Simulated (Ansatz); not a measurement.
**GaSb with Ge replacing Ga: gradients before and after relaxing the atoms**

Start: a supercell of GaSb (zinc blende type, F-43m) built from an entry of the Crystallography Open Database (COD) (the entry's cell lengths or inner coordinates differ somewhat from later room-temperature determinations), with all atoms left at the host's positions.

Space group F-43m (No. 216); a = 18.3540 Å.

| site | Wyckoff | site symmetry | x | y | z |
| --- | --- | --- | --- | --- | --- |
| Ge | 4a | -43m | 0.0000 | 0.0000 | 0.0000 |
| Ga2 | 48h | ..m | 0.1667 | 0.0000 | 0.1667 |
| Ga5 | 16e | .3m | 0.3333 | 0.8333 | 0.1667 |
| Ga9 | 16e | .3m | 0.6667 | 0.6667 | 0.3333 |
| Ga15 | 24f | 2.mm | 0.5000 | 0.6667 | 0.5000 |
| Sb28 | 16e | .3m | 0.0833 | 0.9167 | 0.0833 |
| Sb29 | 24g | 2.mm | 0.2500 | 0.9167 | 0.2500 |
| Sb33 | 48h | ..m | 0.5833 | 0.7500 | 0.4167 |
| Sb41 | 16e | .3m | 0.4167 | 0.5833 | 0.4167 |
| Sb54 | 4c | -43m | 0.7500 | 0.2500 | 0.7500 |

One atom of each set is listed; the run and its k-mesh use a cell of 54 atoms with edges of 12.98, 12.98, 12.98 Å.

Method: Kohn–Sham DFT in Ansatz, PBE, plane waves and PAW, scalar-relativistic, 420 eV cutoff, Γ-centred 2×2×2 k-points, Fermi–Dirac smearing 0.01 eV, cell charge +1.

The largest force at the start is 0.22 eV/Å. Relaxing the ions at fixed cell moves them by 0.029 Å at most (atom 28, Sb) and 0.017 Å rms.

| site | moved (Å) | first shell before | first shell after | V_zz before (10²¹ V/m²) | η before |
| --- | --- | --- | --- | --- | --- |
| Ge | 0.000 | 4 Sb at 2.65 Å | 4 Sb at 2.68 Å | 0.00 | – |
| Ga2 | 0.028 | 4 Sb at 2.65 Å | 4 Sb at 2.64–2.67 Å | 1.08 | 0.30 |
| Ga5 | 0.006 | 4 Sb at 2.65 Å | 4 Sb at 2.64–2.65 Å | -0.21 | 0.00 |
| Ga9 | 0.005 | 4 Sb at 2.65 Å | 4 Sb at 2.64–2.65 Å | -0.19 | 0.00 |
| Ga15 | 0.007 | 4 Sb at 2.65 Å | 4 Sb at 2.64–2.65 Å | -0.085 | 0.94 |
| Sb28 | 0.029 | 1 Ge at 2.65 Å, 3 Ga at 2.65 Å | 3 Ga at 2.67 Å, 1 Ge at 2.68 Å | 18.06 | 0.00 |
| Sb29 | 0.008 | 4 Ga at 2.65 Å | 4 Ga at 2.65–2.66 Å | 2.71 | 0.44 |
| Sb33 | 0.010 | 4 Ga at 2.65 Å | 4 Ga at 2.64–2.65 Å | -0.94 | 0.52 |
| Sb41 | 0.001 | 4 Ga at 2.65 Å | 4 Ga at 2.64 Å | 0.18 | 0.00 |

Task: How do the gradients change?

Result: 

```tsv
site	V_zz after	η after	change of V_zz
Ge	0.00	–	0.00
Ga2	1.40	0.36	+0.32
Ga5	-0.20	0.00	+0.01
Ga9	-0.17	0.00	+0.02
Ga15	-0.20	0.72	-0.12
Sb28	18.10	0.00	+0.04
Sb29	2.03	0.47	-0.68
Sb33	-0.73	0.79	+0.21
Sb41	0.070	0.00	-0.11
```

The largest change of V_zz is on Sb29, from 2.71 to 2.03. In per cent, |V_zz| changes by -25 to 0 on Sb (all sites that start above 2). Where |V_zz| stays above 0.1, η moves most on Sb33, from 0.52 to 0.79. Other sites without a gradient aren't listed.

The run isn't spin-polarised, and a state with spin may lie lower. The defect repeats with the cell of 54 atoms, so it feels its images: sites between two images don't show the values beside a lone defect, and zeros or small values of η there can come from the images' arrangement. A uniform background compensates the cell's charge. The defect cell has no gap above 0.1 eV on its mesh, so the values can hang on the smearing and the k-mesh. Without spin–orbit coupling (the program notes it for Sb) the gradients can shift somewhat, as the gap is small. With these PAW files V_zz is typically within 2 to 3 % of all-electron values, but misses above 10 % occur on Sb.
Before: The neighbours have not yet relaxed around the defect (largest force 0.22 eV/Å), so a real crystal will differ.
After: The relaxation keeps the site symmetry -43m of the start, so the impurity can't leave its site; a distortion that would localise the partly filled state isn't explored.
